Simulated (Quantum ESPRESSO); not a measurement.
Pd2Rh3WTa2, input and log of a self-consistent run

Computed values, not a measurement. The program is pw.x of Quantum ESPRESSO 7.5 (plane-wave density functional theory). The cell is made up: eight metal atoms on a face-centred cubic lattice, with elements, volume, strain and displacements drawn at random and not relaxed, so it may be unstable or far from any real phase. PseudoDojo standard norm-conserving files set the functional (PBE unless stated); there is no spin polarisation or spin-orbit coupling, the Fermi-Dirac width of 0.25 eV means electrons at about 2900 K, and the masses in the input are unused placeholders. Heavy elements are run without spin-orbit coupling, which real alloys of them have. A spin test at this wide smearing found no moment, but such smearing suppresses magnetism that the real alloy may have.

Input:

```
&control calculation='scf', pseudo_dir='./dojo.nc.sr.pbe.v0_5.standard.upf', outdir='./o', disk_io='minimal', tprnfor=.true., tstress=.true. /
&system ibrav=0, nat=8, ntyp=4, nbnd=82, ecutwfc=87.97787729, nosym=.true., tot_charge=0,
 occupations='smearing', smearing='fd', degauss=0.0183746611
/
&electrons conv_thr=1.470e-08, electron_maxstep=70, mixing_beta=0.5 /
ATOMIC_SPECIES
Pd 1.0 Pd.upf
Rh 1.0 Rh.upf
Ta 1.0 Ta.upf
W 1.0 W.upf
CELL_PARAMETERS angstrom
0.0 4.0623 4.0623
4.0623 0.0 4.0623
4.0623 4.0623 0.0
ATOMIC_POSITIONS angstrom
Pd 0.0226 -0.0048 -0.0292
Rh 2.1346 1.9866 0.0357
Rh 1.9881 -0.0764 2.0383
W 3.9847 2.0364 1.9882
Ta 0.0951 2.0024 2.0899
Pd 2.0461 4.1069 2.0924
Rh 1.985 1.9737 4.0447
Ta 4.0831 3.9898 4.0689
K_POINTS automatic
5 5 5 1 1 1
```

The log is shortened where brackets say so; the opening notice, blank lines, dates and the lines on written files are dropped, and the path of the files is cut. It prints rydbergs, bohrs and kilobars, and counts compression as positive stress. Its total energy is the free energy E - TS of the whole cell.

```
     Program PWSCF v.7.5
     Parallel version (MPI & OpenMP), running on       4 processor cores
     Number of MPI processes:                 4
     Threads/MPI process:                     1
     [start-up lines left out]
     bravais-lattice index     =            0
     lattice parameter (alat)  =      10.8564  a.u.
     unit-cell volume          =     904.7791 (a.u.)^3
     number of atoms/cell      =            8
     number of atomic types    =            4
     number of electrons       =       127.00
     number of Kohn-Sham states=           82
     kinetic-energy cutoff     =      87.9779  Ry
     charge density cutoff     =     351.9115  Ry
     scf convergence threshold =      1.5E-08
     mixing beta               =       0.5000
     number of iterations used =            8  plain     mixing
     Exchange-correlation= PBE
                           (   1   4   3   4   0   0   0)
     [axes and pseudopotential details left out]
   Cartesian axes
     site n.     atom                  positions (alat units)
         1        Pd     tau(   1) = (   0.0039339  -0.0008355  -0.0050827  )
         2        Rh     tau(   2) = (   0.3715605   0.3457988   0.0062141  )
         3        Rh     tau(   3) = (   0.3460599  -0.0132986   0.3547980  )
         4        W      tau(   4) = (   0.6935993   0.3544672   0.3460773  )
         5        Ta     tau(   5) = (   0.0165536   0.3485490   0.3637797  )
         6        Pd     tau(   6) = (   0.3561557   0.7148701   0.3642149  )
         7        Rh     tau(   7) = (   0.3455203   0.3435533   0.7040432  )
         8        Ta     tau(   8) = (   0.7107273   0.6944870   0.7082556  )
     number of k points=    63  Fermi-Dirac smearing, width (Ry)=  0.0184
                       cart. coord. in units 2pi/alat
        k(    1) = (   0.0707107   0.0707107   0.0707107), wk =   0.0320000
        k(    2) = (   0.2121320   0.2121320  -0.0707107), wk =   0.0320000
     [further k points left out]
     Dense  grid:   101189 G-vectors     FFT dimensions: (  72,  72,  72)
     Estimated max dynamical RAM per process >     459.95 MB
     Estimated total dynamical RAM >       1.72 GB
     Initial potential from superposition of free atoms
     starting charge     126.9954, renormalised to     127.0000
     Starting wfcs are   78 randomized atomic wfcs +    4 random wfcs
     total cpu time spent up to now is        8.6 secs
     per-process dynamical memory:   365.3 Mb
     Self-consistent Calculation
     iteration #  1     ecut=    87.98 Ry     beta= 0.50
     Davidson diagonalization with overlap
     ethr =  1.00E-02,  avg # of iterations =  3.0
     total cpu time spent up to now is       33.5 secs
     total energy              =   -1649.48684644 Ry
     estimated scf accuracy    <      13.60679481 Ry
     iteration #  2     ecut=    87.98 Ry     beta= 0.50
     Davidson diagonalization with overlap
     ethr =  1.00E-02,  avg # of iterations =  3.0
     total cpu time spent up to now is       59.2 secs
     total energy              =   -1656.23541286 Ry
     estimated scf accuracy    <      33.41765168 Ry
     iteration #  3     ecut=    87.98 Ry     beta= 0.50
     Davidson diagonalization with overlap
     ethr =  1.00E-02,  avg # of iterations =  2.0
     total cpu time spent up to now is       81.7 secs
     total energy              =   -1658.17423659 Ry
     estimated scf accuracy    <       6.77054330 Ry
     iteration #  4     ecut=    87.98 Ry     beta= 0.50
     Davidson diagonalization with overlap
     ethr =  5.33E-03,  avg # of iterations =  1.0
     total cpu time spent up to now is      100.8 secs
     total energy              =   -1657.84814843 Ry
     estimated scf accuracy    <       3.30734169 Ry
     iteration #  5     ecut=    87.98 Ry     beta= 0.50
     Davidson diagonalization with overlap
     ethr =  2.60E-03,  avg # of iterations =  1.8
     total cpu time spent up to now is      120.9 secs
     total energy              =   -1657.90194092 Ry
     estimated scf accuracy    <       0.67497762 Ry
     [iterations 6 to 14 left out]
     iteration # 15     ecut=    87.98 Ry     beta= 0.50
     Davidson diagonalization with overlap
     ethr =  2.50E-07,  avg # of iterations =  1.0
     total cpu time spent up to now is      328.7 secs
     total energy              =   -1657.98211639 Ry
     estimated scf accuracy    <       0.00000430 Ry
     iteration # 16     ecut=    87.98 Ry     beta= 0.50
     Davidson diagonalization with overlap
     ethr =  3.39E-09,  avg # of iterations =  2.0
     total cpu time spent up to now is      351.2 secs
     total energy              =   -1657.98211664 Ry
     estimated scf accuracy    <       0.00000513 Ry
     iteration # 17     ecut=    87.98 Ry     beta= 0.50
     Davidson diagonalization with overlap
     ethr =  3.39E-09,  avg # of iterations =  1.1
     total cpu time spent up to now is      370.3 secs
     total energy              =   -1657.98211718 Ry
     estimated scf accuracy    <       0.00000141 Ry
     iteration # 18     ecut=    87.98 Ry     beta= 0.50
     Davidson diagonalization with overlap
     ethr =  1.11E-09,  avg # of iterations =  1.0
     total cpu time spent up to now is      389.2 secs
     total energy              =   -1657.98211732 Ry
     estimated scf accuracy    <       0.00000016 Ry
     iteration # 19     ecut=    87.98 Ry     beta= 0.50
     Davidson diagonalization with overlap
     ethr =  1.24E-10,  avg # of iterations =  1.5
     total cpu time spent up to now is      408.8 secs
     End of self-consistent calculation
     [lines on levels left out]
!    total energy              =   -1657.98211733 Ry
     estimated scf accuracy    <       0.00000001 Ry
     smearing contrib. (-TS)   =      -0.10709115 Ry
     internal energy E=F+TS    =   -1657.87502618 Ry
     The total energy is F=E-TS. E is the sum of the following terms:
     one-electron contribution =    -458.17684198 Ry
     hartree contribution      =     302.05938008 Ry
     xc contribution           =    -289.86344120 Ry
     ewald contribution        =   -1211.89412309 Ry
     convergence has been achieved in  19 iterations
     Forces acting on atoms (cartesian axes, Ry/au):
     atom    1 type  1   force =    -0.00698864    0.00248876    0.00611782
     atom    2 type  2   force =    -0.00896386    0.01155787    0.00573557
     atom    3 type  2   force =     0.00707972   -0.00226289   -0.00194670
     atom    4 type  4   force =     0.00519417   -0.00914987   -0.00122420
     atom    5 type  3   force =    -0.00406808   -0.00505705   -0.00297069
     atom    6 type  1   force =    -0.00222230   -0.00588880   -0.01692455
     atom    7 type  2   force =     0.00962159    0.00654950    0.00534290
     atom    8 type  3   force =     0.00034741    0.00176249    0.00586984
     Total force =     0.033003     Total SCF correction =     0.000579
     Computing stress (Cartesian axis) and pressure
          total   stress  (Ry/bohr**3)                   (kbar)     P=     -148.57
  -0.00116376  -0.00000925   0.00004743         -171.19       -1.36        6.98
  -0.00000925  -0.00091394  -0.00008906           -1.36     -134.45      -13.10
   0.00004743  -0.00008906  -0.00095214            6.98      -13.10     -140.07
     init_run     :      8.13s CPU      8.45s WALL (       1 calls)
     electrons    :    392.84s CPU    400.23s WALL (       1 calls)
     forces       :      2.79s CPU      2.82s WALL (       1 calls)
     stress       :      9.44s CPU      9.44s WALL (       1 calls)
     [timing details left out]
     PWSCF        :   6m53.42s CPU   7m 1.18s WALL
     JOB DONE.
```

In other units: free energy -22557.996 eV for the cell, pressure -14.86 GPa, largest force component 0.435 eV/Å in size. The run took 423 s of wall time with four MPI processes on a shared machine (Intel Xeon, 2023 or later, virtual cores), so the time is rough. A rerun of this cell at a higher cutoff and on a denser mesh moved values by no more than 0.005 eV in energy, 0.04 GPa in stress and 0.003 eV/Å in force, and a second program with other atomic files agreed on that cell to 2 % rms in force and 0.5 GPa in pressure.